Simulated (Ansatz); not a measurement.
Below is a relaxed structure of Li4SiN. The cell was found from a structure generator's guess, not taken from experiment.

Theory: DFT PBE, scalar-relativistic, plane waves, PAW in Ansatz 0.2.0. Cutoff 420 eV, Γ-centred mesh, Gaussian smearing, no spin polarisation.

```
CELL_PARAMETERS angstrom
5.70555 0.00000 0.00000
0.00000 5.70555 0.00000
0.00000 0.00000 2.51977
ATOMIC_POSITIONS crystal
Li 0.70190 0.70190 0.50000
Li 0.29810 0.29810 0.50000
Li 0.29810 0.70190 0.50000
Li 0.70190 0.29810 0.50000
Si 0.00000 0.00000 0.00000
N 0.50000 0.50000 0.00000
```

The zero of energy is the elements' standard structures at the same level (N₂ as a molecule); no fitted shifts are applied.

Q: Find its symmetry and describe it.

A: P4/mmm (No. 123). Conventional cell: a = 5.706 Å, c = 2.520 Å. Around Li lie 2 N at 2.06 Å, 2 Li at 2.30 Å, 2 Li at 2.52 Å and 2 Si at 2.72 Å; Si has 2 Si at 2.52 Å and 8 Li at 2.72 Å; N is surrounded by 8 Li at 2.06 Å and 2 N at 2.52 Å.

Q: What is its formation energy per atom?

A: −0.15 eV/atom. Whether it is stable depends on the other phases of the system, which aren't compared here.

Q: Is it a metal?

A: Yes, bands cross the Fermi level on the 8×8×16 mesh, though with few states there, as in a semimetal.

The last run used an 8×8×16 mesh (in the run's order of axes) for its 6-atom cell and Gaussian smearing of 0.10 eV. A structure relaxed within its symmetry needn't be a true minimum.
